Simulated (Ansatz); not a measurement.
TaSeS:
```
TaSeS
1.0
    3.34796     0.00000     0.00000
   -1.67398     2.89942     0.00000
    0.00000     0.00000     5.90813
Ta Se S
1 1 1
Direct
  0.00000   0.00000   0.01078
  0.66667   0.33333   0.72495
  0.33333   0.66667   0.26427
```

Relaxed with LDA.

Problem. List the phonon frequencies at the special points (DFPT on a 3×3×2 q-mesh, Fourier-interpolated; the program Ansatz at the LDA level (PAW)).

Solution. In cm⁻¹; no LO–TO term at Γ, as the run had none.

| q | frequencies |
|---|---|
| Γ | 0 0 0 157 157 253 253 255 360 |
| M | 56i 96 97 166 215 224 270 323 330 |
| K | 82 93 97 198 209 217 306 314 325 |
| A | 30 30 47 153 153 248 248 253 369 |
| L | 34i 84 89 168 214 226 273 322 331 |
| H | 68 82 97 196 209 215 303 312 321 |

Space group P3m1. The first step of the workflow began from a Materials Project structure, measured or hypothetical; the Crystallography Open Database copy checked does not list it. With Se and S taken as one species the cell has the higher symmetry P-3m1, so it may be an ordered model of a mixed-site phase. Whether it is the stable phase at ambient conditions was not checked. The LDA relaxation kept the symmetry of its start. At this level the phase is dynamically unstable (imaginary phonons). No spin polarisation was allowed. A crystal of weakly bound layers computed without a dispersion correction: the cell and the soft elastic constants depend strongly on that. With an odd number of electrons in the cell and no spin polarisation, the count alone makes it a metal. As this level gives no gap, phonon frequencies hold no LO–TO term and depend on the k-mesh and smearing (Fermi–Dirac, 0.1 eV here). Scalar-relativistic: spin–orbit coupling is off unless named, which matters more the heavier the elements.

Potentials: the later of the program's two PAW sets.
